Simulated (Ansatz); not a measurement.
MoPt:
```
MoPt
1.0
    2.69970     0.00000     0.00000
    0.00000     2.69970     0.00000
    0.00000     0.00000     4.09012
Pt Mo
1 1
Direct
  0.00000   0.00000   0.00000
  0.50000   0.50000   0.50000
```

Relaxed with PBEsol. Special points in fractions of this cell's reciprocal vectors: Γ (0.000, 0.000, 0.000); X (0.000, 0.500, 0.000); M (0.500, 0.500, 0.000); Z (0.000, 0.000, 0.500); R (0.000, 0.500, 0.500); A (0.500, 0.500, 0.500).

Problem. List the band energies nearest the Fermi level at these points for DFT-PBEsol in the program Ansatz with PAW potentials.

Solution. In eV from the Fermi level; about four levels below and three above (degenerate sets whole), none deeper than 8.9 eV; … stands for higher levels left out; points with the same levels are listed once.

| k | below | above |
|---|---|---|
| Γ | -3.39 -3.39 -3.10 -1.39 -1.01 | 1.47 2.64 2.64 |
| X | -3.54 -3.20 -2.76 -2.33 | 0.06 1.51 1.99 |
| M | -7.39 -6.95 -6.67 -6.67 | 0.20 0.22 1.80 1.80 |
| Z | -2.65 -2.65 -1.41 -1.30 | 0.82 0.82 … |
| R | -3.66 -3.14 -2.43 -0.53 | 0.44 0.44 1.43 |
| A | -4.99 -3.14 -3.14 -3.01 | 0.20 0.68 4.88 |

Space group P4/mmm (L1₀ or tetragonal B2). The start of the workflow was typed in or built on a structure type; neither database checked (COD, Materials Project) lists it. Its standing as an ambient phase is unchecked. Symmetry was held in the PBEsol relaxation; its stability against distortions is not shown here. No spin polarisation was allowed. Spin–orbit coupling is left out wherever it is not named.

Potentials: the later of the program's two PAW sets.
